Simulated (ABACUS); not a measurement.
ABACUS run on SnO (P4/nmm, 4 atoms in the cell; from Materials Project mp-2097, changed as shown): self-consistent single point.

Level of theory: PBEsol, PseudoDojo 0.4 standard norm-conserving PBEsol (tails mended) pseudopotentials (plane waves; ABACUS 3.10.1).

The change in words: volume scaled by 1.06. Reference geometry (P4/nmm):
```
SnO
1.0
    3.81370     0.00000     0.00000
    0.00000     3.81370     0.00000
    0.00000     0.00000     4.88691
Sn O
2 2
Direct
  0.00000   0.50000   0.23537
  0.50000   0.00000   0.76463
  0.50000   0.50000   0.00000
  0.00000   0.00000   0.00000
```

Reference input (self-consistent single point, DFT, PBEsol, plane waves, PseudoDojo 0.4 standard norm-conserving PBEsol (tails mended) pseudopotentials): KPT = Gamma 6 6 5 0 0 0; basis_type = pw; dft_functional = PBESOL; ecutwfc = 84 Ry; smearing_method = fd; smearing_sigma = 0.00146997 Ry; potentials = PseudoDojo 0.4 standard norm-conserving PBEsol (tails mended); symmetry = 1; ks_solver = cg; scf_nmax = 100; scf_thr = 1.0e-09 Ry; mixing_type = broyden. This run's input differs from it in these lines:

```diff
@@ -26,5 +26,5 @@
 LATTICE_VECTORS
-   7.2068485215    0.0000000000    0.0000000000
-   0.0000000000    7.2068485215    0.0000000000
-   0.0000000000    0.0000000000    9.2349214957
+   7.3481962562    0.0000000000    0.0000000000
+   0.0000000000    7.3481962562    0.0000000000
+   0.0000000000    0.0000000000    9.4160460756
 
@@ -36,4 +36,4 @@
 2
-   0.0000000000    1.9068500000    1.1502320067
-   1.9068500000    0.0000000000    3.7366779933
+   0.0000000000    1.9442490000    1.1727915151
+   1.9442490000    0.0000000000    3.8099654849
 
@@ -42,3 +42,3 @@
 2
-   1.9068500000    1.9068500000    0.0000000000
+   1.9442490000    1.9442490000    0.0000000000
    0.0000000000    0.0000000000    0.0000000000
```

The program printed (abridged):

```
 SELF-CONSISTENT
 -------------------------------------------
                                 init_chg = atomic

 PW ALGORITHM --------------- ION=   1  ELEC=   1--------------------------------

 Density error is 1.16866041254
                          Error Threshold = 0.01
 E_KohnSham     -379.9791360921      -5169.8813719706
 E_Fermi        0.6113282480         8.3175475216

 PW ALGORITHM --------------- ION=   1  ELEC=   2--------------------------------

 Density error is 3.87860288186
                          Error Threshold = 0.00292165103136
 E_KohnSham     -379.9479986669      -5169.4577255660
   [... lines left out ...]

 Density error is 2.76101801706e-09
                          Error Threshold = 1.69426881284e-09
 E_KohnSham     -380.6321799743      -5178.7664898126
 E_Fermi        0.6586428056         8.9612951034

 PW ALGORITHM --------------- ION=   1  ELEC=  12--------------------------------

 Density error is 8.62336378041e-10
                          Error Threshold = 6.90254504265e-12
 E_KohnSham     -380.6321799791      -5178.7664898768
 E_KS(sigma->0) -380.6321799098      -5178.7664889340
 E_entropy(-TS) -0.0000001386        -0.0000018856
 E_Fermi        0.6586435630         8.9613054085
 charge density convergence is achieved
 final etot is -5178.7664899 eV
 EFERMI = 8.9613054085 eV

 STATE ENERGY(eV) AND OCCUPATIONS    NSPIN == 1
   [... 27 lines left out ...]

 TOTAL-FORCE (eV/Angstrom)
                       Sn1         0.0000000000         0.0000000000        -0.6682218558
                       Sn2         0.0000000000         0.0000000000         0.6682218558
                        O1         0.0000000000         0.0000000000         0.0000000000
                        O2         0.0000000000         0.0000000000         0.0000000000

 TOTAL-STRESS (KBAR)
       -56.2304586023         0.0000000000        -0.0000000000
         0.0000000000       -56.2304586023        -0.0000000000
         0.0000000000         0.0000000000       -46.9408369803
 TOTAL-PRESSURE: -53.133918 KBAR

 --------------------------------------------
 !FINAL_ETOT_IS -5178.7664898768025523 eV
 --------------------------------------------
```

The run converged in 12 iterations. Against the reference run the free energy goes up by 20.2 meV/atom, the pressure goes from -0.57 to -5.31 GPa and the largest force goes from 0.065 to 0.668 eV/Å.

The structure comes from a collection of computed structures, made at another level of theory; the collection holds predicted forms beside known ones.

Cost on one core: about 5 core-minutes (a rough figure).

“Tails mended”: in these copies of the files the far tail of each local potential was reset to the Coulomb form.
